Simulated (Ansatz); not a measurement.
YCI:
Space group C2/m (No. 12); a = 7.1063 Å, b = 3.7982 Å, c = 10.2480 Å, α = 90.00°, β = 93.79°, γ = 90.00°

| atom | site | symmetry | x | y | z |
|---|---|---|---|---|---|
| Y | 4i | m | 0.1422 | 0.0000 | 0.1341 |
| C | 4i | m | 0.4229 | 0.0000 | 0.0323 |
| I | 4i | m | 0.1744 | 0.0000 | 0.6642 |
(The calculation used a cell of 6 atoms; values per cell refer to that cell.)

Relaxed with LDA.

Task: Tabulate the valence density and the electron localisation function along the shortest Y–Y contact (3.30 Å), plane-wave PAW LDA (Ansatz code).

Result: 

| distance from Y (Å) | density (e/Å³) | ELF |
|---|---|---|
| 0.33 | 3.74 | 0.70 |
| 0.50 | 3.29 | 0.83 |
| 0.66 | 2.23 | 0.86 |
| 0.83 | 1.21 | 0.78 |
| 0.99 | 0.56 | 0.52 |
| 1.16 | 0.26 | 0.18 |
| 1.32 | 0.14 | 0.07 |
| 1.49 | 0.10 | 0.05 |
| 1.65 | 0.10 | 0.05 |
| 1.82 | 0.10 | 0.05 |
| 1.98 | 0.14 | 0.07 |
| 2.15 | 0.26 | 0.18 |
| 2.31 | 0.56 | 0.52 |
| 2.48 | 1.21 | 0.78 |
| 2.64 | 2.23 | 0.86 |
| 2.81 | 3.29 | 0.83 |
| 2.97 | 3.74 | 0.70 |

The density is the valence pseudo-density with augmentation charge, so density and ELF within about 1 Å of a nucleus are not all-electron values.

The workflow started from an entry of the Crystallography Open Database (COD). Its standing as an ambient phase is unchecked. The cell was relaxed with LDA under the symmetry of its start; whether a distortion lowers the energy is not shown. No spin polarisation was allowed. A crystal of weakly bound layers computed without a dispersion correction: the cell and the soft elastic constants depend strongly on that. Spin–orbit coupling is left out wherever it is not named.

Potentials: the later of the program's two PAW sets.
